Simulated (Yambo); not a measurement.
A BSE run in Yambo for a free-standing PdCl$_{2}$ monolayer (symmetry P2_1/c, slab cell 15.7 Å high) (PBEsol bands; 4×6×1 mesh, 20 valence and 10 conduction bands, static screening with 107 bands and a 3 Ry block, scissor 1.93 eV, Tamm-Dancoff, stochastic integration of W near q = 0; field along x) gives:

| state | energy (eV) | states within 2 meV | relative strength | class |
|---|---|---|---|---|
| 1 | 1.27 | 1 | < 0.01 | dark |
| 2 | 1.45 | 1 | < 0.01 | dark |
| 3 | 1.50 | 1 | < 0.01 | dark |
| 4 | 1.65 | 1 | < 0.01 | dark |
| 5 | 1.71 | 1 | < 0.01 | dark |

x lies along the first cell vector.

Problem. What changes when the window shrinks to 20 valence and 6 conduction bands?

Solution. The lowest state goes from 1.271 eV to 1.273 eV, and its distance below the direct gap from 1.886 eV to 1.884 eV. These are vertical excitations (zero momentum); the indirect quasiparticle gap, about 2.90 eV, is smaller than the direct one (3.16 eV on the GW mesh). The scissor comes from a G0W0 run whose convergence isn't established.

Spin-orbit coupling is not included.

Geometry relaxed with PBEsol; primitive cell a = 6.367 Å, b = 3.961 Å, c = 15.700 Å, α = β = γ = 90.00°.

This is a model layer cut from the bulk structure; whether it is stable on its own was not checked.
